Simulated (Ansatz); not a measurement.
The following input was run with Ansatz 0.2.0.

```yaml
crystal:
  lattice:
    - [3.7939827054, 0.0, 0.0]
    - [0.0, 3.7939827054, 0.0]
    - [0.0, 0.0, 3.7939827054]
  atoms:
    - { symbol: Mn, position: [0.0, 0.0, 0.0], spin: 4.07 }
    - { symbol: Pt, position: [0.0, 0.5, 0.5], spin: 0.17 }
    - { symbol: Pt, position: [0.5, 0.0, 0.5], spin: 0.17 }
    - { symbol: Pt, position: [0.5, 0.5, 0.0], spin: 0.17 }
basis:
  ecutwfc: 420
kpoints:
  mp_grid: { grid: [12, 12, 12] }
hamiltonian:
  xc: pbesol
scf:
  occupations: { method: gaussian, width: 0.1 }
output:
  forces: true
  stress: true
  eigenvalues: true
  populations: true
magnetization:
  spin_polarized: true
```

Run as
```bash
ansatz run input.yaml --threads 1 --pin off --max-ram 2560MiB --backend cpu --events-out ev --progress --plain --runs-dir out
```

Level of theory: DFT PBEsol, scalar-relativistic, plane waves, PAW in Ansatz 0.2.0.

Part of what the program printed, abridged (iterations and final results):

```
SCF iter   1: F=—  HF=-41022.697597 eV  |F-HF|=—  |Δ(HF+E_count)|=         —  Δρ=8.42e-2 (↑7.12e-2 ↓8.42e-2) dr2=1.84e1  dr2_m=4.55e-2  M=4.178 μB ∫|m|=4.249 μB  β_m=0.30  ethr=3.10e-3  ⟨swp⟩=5.6  Hψ=24990  notcnv=0  defer=88
Mixer restart at iter 1: flushing history
spin=Collinear: Kerker preconditioning applied to the charge; magnetization (m = ρ↑ − ρ↓) channel mixes plain (no charge-response kernel on spin).
SCF iter   2: F=—  HF=-41022.409607 eV  |F-HF|=—  |Δ(HF+E_count)|=   2.88e-1  Δρ=5.60e-2 (↑4.22e-2 ↓5.60e-2) dr2=8.23e0  dr2_m=3.82e-2  M=4.143 μB ∫|m|=4.240 μB  β_m=0.53  ethr=3.10e-3  ⟨swp⟩=2.6  Hψ=13188  notcnv=0  defer=611
SCF iter   3: F=—  HF=-41021.354794 eV  |F-HF|=—  |Δ(HF+E_count)|=    1.05e0  Δρ=1.30e-2 (↑1.26e-2 ↓1.30e-2) dr2=7.31e-1  dr2_m=1.41e-3  M=4.161 μB ∫|m|=4.303 μB  β_m=0.58  ethr=3.10e-3  ⟨swp⟩=2.7  Hψ=13566  notcnv=0  defer=614
SCF iter   4: F=—  HF=-41021.147899 eV  |F-HF|=—  |Δ(HF+E_count)|=   2.07e-1  Δρ=9.90e-3 (↑9.90e-3 ↓9.54e-3) dr2=1.25e-1  dr2_m=7.34e-4  M=4.131 μB ∫|m|=4.289 μB  β_m=0.76  ethr=1.06e-3  ⟨swp⟩=2.1  Hψ=10089  notcnv=0  defer=642
SCF iter   5: F=—  HF=-41021.266918 eV  |F-HF|=—  |Δ(HF+E_count)|=   1.19e-1  Δρ=5.92e-3 (↑3.02e-3 ↓5.92e-3) dr2=3.58e-2  dr2_m=1.51e-3  M=4.116 μB ∫|m|=4.276 μB  β_m=0.88  ethr=1.81e-4  ⟨swp⟩=2.0  Hψ=12548  notcnv=0  defer=642
SCF iter   6: F=—  HF=-41021.284285 eV  |F-HF|=—  |Δ(HF+E_count)|=   1.74e-2  Δρ=3.07e-3 (↑3.07e-3 ↓6.52e-4) dr2=3.15e-3  dr2_m=1.47e-3  M=4.132 μB ∫|m|=4.295 μB  β_m=0.94  ethr=5.19e-5  ⟨swp⟩=2.0  Hψ=13624  notcnv=0  defer=642
SCF iter   7: F=—  HF=-41021.283776 eV  |F-HF|=—  |Δ(HF+E_count)|=   5.09e-4  Δρ=5.58e-4 (↑3.92e-4 ↓5.58e-4) dr2=3.98e-4  dr2_m=1.16e-5  M=4.128 μB ∫|m|=4.293 μB  β_m=0.84  ethr=4.57e-6  ⟨swp⟩=2.0  Hψ=8941  notcnv=0  defer=640
SCF iter   8: F=—  HF=-41021.283648 eV  |F-HF|=—  |Δ(HF+E_count)|=   1.29e-4  Δρ=2.35e-4 (↑2.35e-4 ↓1.90e-4) dr2=1.00e-5  dr2_m=1.95e-5  M=4.125 μB ∫|m|=4.289 μB  β_m=0.92  ethr=5.77e-7  ⟨swp⟩=2.0  Hψ=10348  notcnv=0  defer=640
SCF iter   9: F=—  HF=-41021.283645 eV  |F-HF|=—  |Δ(HF+E_count)|=   2.15e-6  Δρ=1.26e-4 (↑1.26e-4 ↓3.31e-5) dr2=1.32e-5  dr2_m=1.56e-6  M=4.126 μB ∫|m|=4.290 μB  β_m=0.94  ethr=1.45e-8  ⟨swp⟩=2.1  Hψ=10719  notcnv=0  defer=640
SCF iter  10: F=—  HF=-41021.283645 eV  |F-HF|=—  |Δ(HF+E_count)|=   4.53e-7  Δρ=6.40e-5 (↑6.40e-5 ↓1.47e-5) dr2=3.07e-6  dr2_m=4.45e-7  M=4.126 μB ∫|m|=4.289 μB  β_m=0.90  ethr=1.45e-8  ⟨swp⟩=1.5  Hψ=7762  notcnv=0  defer=640
SCF iter  11: F=—  HF=-41021.283645 eV  |F-HF|=—  |Δ(HF+E_count)|=   3.47e-7  Δρ=3.69e-6 (↑2.10e-6 ↓3.69e-6) dr2=1.94e-8  dr2_m=5.53e-10  M=4.125 μB ∫|m|=4.289 μB  β_m=0.89  ethr=4.45e-9  ⟨swp⟩=1.7  Hψ=8272  notcnv=0  defer=640
SCF iter  12: F=-41021.283645 eV  HF=-41021.283645 eV  |F-HF|=3.78e-10  |Δ(HF+E_count)|=  9.39e-10  Δρ=6.21e-7 (↑6.03e-7 ↓6.21e-7) dr2=5.38e-10  dr2_m=6.03e-12  M=4.125 μB ∫|m|=4.289 μB  ethr=2.81e-11  ⟨swp⟩=8.1  Hψ=30187  notcnv=0
SCF 1 converged in 12 iterations: F = -41021.283645 eV  dr2 = 5.38e-10
SCF converged after 12 iterations
Magnetization: 4.1254 μB (36.5627 up, 32.4373 down)
Absolute magnetization: 4.2912 μB (∫|ρ↑−ρ↓|, with the PAW one-centre terms)
Spin contamination: 0.1820 ħ² per cell (⟨S²⟩ above its minimum at these occupations)
Per-site moments (μB) at R_I (Å): [(3.57868197, 1.10663474), (0.16738965, 1.10663474), (0.16738965, 1.10663474), (0.16738965, 1.10663474)]
Free energy (F): -41021.283645 eV
Harris-Foulkes:  -41021.283645 eV  (|F-HF|=3.78e-10)
Internal energy: -41021.268153 eV  (E = F + TS)
E sigma→0 (E₀):  -41021.275899 eV
Entropy (-TS):   -0.015491 eV (-3.873 meV/atom)
Fermi energy:    23.715693 eV
--- Per-component energies (eV) ---
  E_band       = -497.362261
  E_kinetic    = 2227.204536
  E_local      = -5851.527227  (includes V_loc(G=0)·N_el)
  E_nonlocal   = 855.009243
  E_hartree    = 2253.158749
  E_xc         = -898.668613
  E_vxc        = -1058.629041  (∫ρ·V_xc dr)
  E_paw        = -29222.620183  (= ΣΔE_a)
  E_vpaw       = -1175.738055  (= ΣTr[D̂ρ^β])
  E_aug_tail   = 0.000490  (compensation charges beyond the density's cutoff)
  E_ewald      = -10384.855741
  E_core_change = 1.030594  (= ΣΔE_core)
  E_smearing   = -0.015491  (= −TS)
--- Forces (eV/Å), atoms counted from 1 ---
  atom   1  Mn     0.00000000     0.00000000     0.00000000
  atom   2  Pt     0.00000000     0.00000000     0.00000000
  atom   3  Pt     0.00000000     0.00000000     0.00000000
  atom   4  Pt     0.00000000     0.00000000     0.00000000
--- Stress (GPa, compression-positive) ---
       18.288951       0.000000       0.000000
        0.000000      18.288951       0.000000
        0.000000       0.000000      18.288951
  P = ⅓ Tr σ = 18.2890 GPa (182.890 kbar)
--- Band table (eV; the first three rows and the last of 168) ---
  k-point 0 ↑: bands = ["-75.1663", "-75.1123", "-75.1123", "-56.9822", "-29.6038", "-29.6038", "-29.6038", "-29.2889", "-29.2889", "-29.2889", "-29.1459", "-29.1459", "-29.1459", "-25.8523", "-25.8523", "-25.8523", "13.0236", "15.7709", "16.5112", "16.5112", "16.7076", "16.7076", "16.7076", "19.9650", "19.9650", "19.9650", "22.0037", "22.0037", "23.3888", "23.3888", "23.6745", "23.6745", "23.6745", "23.8569", "24.3863", "24.3863", "24.3863", "25.3344", "25.3344", "25.3344", "32.9501", "32.9501", "34.8679", "34.9782", "34.9782"]
  k-point 1 ↑: bands = ["-75.1655", "-75.1131", "-75.1123", "-56.9822", "-29.5994", "-29.5994", "-29.5964", "-29.2901", "-29.2901", "-29.2893", "-29.1540", "-29.1491", "-29.1491", "-25.8531", "-25.8526", "-25.8526", "13.1219", "15.8370", "16.5435", "16.5918", "16.7442", "16.7684", "16.7684", "19.9039", "20.0049", "20.0049", "21.9377", "22.0265", "23.2902", "23.2910", "23.2910", "23.3470", "23.6737", "23.7624", "23.9747", "23.9747", "24.3866", "24.8913", "26.0643", "26.0643", "32.8781", "33.0494", "34.8337", "35.0566", "35.0566"]
  k-point 2 ↑: bands = ["-75.1631", "-75.1154", "-75.1122", "-56.9822", "-29.5866", "-29.5866", "-29.5745", "-29.2942", "-29.2942", "-29.2903", "-29.1776", "-29.1577", "-29.1577", "-25.8553", "-25.8534", "-25.8534", "13.4112", "16.0265", "16.6310", "16.8264", "16.8513", "16.9500", "16.9500", "19.7308", "20.1212", "20.1212", "21.7436", "22.0936", "22.4065", "22.4065", "23.0157", "23.1857", "23.5275", "23.5610", "23.5610", "23.6718", "23.8426", "24.3873", "27.1983", "27.1983", "32.6813", "32.8294", "35.0364", "35.0364", "35.5974"]
  k-point 83 ↓: bands = ["-75.0204", "-75.0204", "-75.0204", "-53.0910", "-29.6578", "-29.3938", "-29.3938", "-29.3938", "-29.0710", "-29.0710", "-28.9959", "-28.9959", "-28.9959", "-22.0429", "-22.0429", "-22.0429", "16.2248", "16.2248", "16.2248", "16.4264", "19.4002", "19.4002", "19.4002", "20.5114", "20.5114", "20.5114", "21.3782", "21.3782", "22.9830", "23.1068", "23.1068", "23.1068", "24.0070", "24.0070", "24.0070", "25.6768", "25.6768", "25.6768", "26.0362", "26.0362", "30.2651", "30.2651", "30.2651", "32.7795", "38.3643"]
--- Löwdin populations: 4 sites ---
  site symbol q [e]    m [muB]
     0     Mn     14.5337     3.6880
     1     Pt     17.9269     0.1630
     2     Pt     17.9269     0.1630
     3     Pt     17.9269     0.1630
  spilling = 0.009936 (of n_electrons = 69.000000)
```

Self-consistency was reached.

Time: 22 s on 1 thread of Oxide Virtual Turin-like Processor (Zen 5), with other jobs on the host, peak memory 0.6 GiB.

Spin-orbit coupling is left out, which matters for the bands of heavy elements. Only parallel moments were tried here.